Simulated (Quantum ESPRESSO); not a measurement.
```cif
data_As4Ga4
_chemical_formula_sum 'Ga4 As4'
_space_group_name_H-M_alt 'F-43m'
_space_group_IT_number 216
_space_group_name_Hall 'F -4 2 3'
_cell_length_a 5.60059
_cell_length_b 5.60059
_cell_length_c 5.60059
_cell_angle_alpha 90.000
_cell_angle_beta 90.000
_cell_angle_gamma 90.000
loop_
_atom_site_label
_atom_site_type_symbol
_atom_site_symmetry_multiplicity
_atom_site_Wyckoff_symbol
_atom_site_fract_x
_atom_site_fract_y
_atom_site_fract_z
_atom_site_occupancy
Ga1 Ga 4 a 0.00000 0.00000 0.00000 1
As1 As 4 c 0.25000 0.25000 0.25000 1
```
(The calculation used a cell of 2 atoms; values per cell refer to that cell.)

Cell and atoms were relaxed with LDA from Materials Project entry mp-2534, within its symmetry.

Task: What does LDA (Quantum ESPRESSO, PseudoDojo norm-conserving, 80 Ry, without SOC) give for the electronic structure near the Fermi level?

Result: The LDA gap is direct, 0.49 eV at Γ. Spin-orbit splittings are left out.
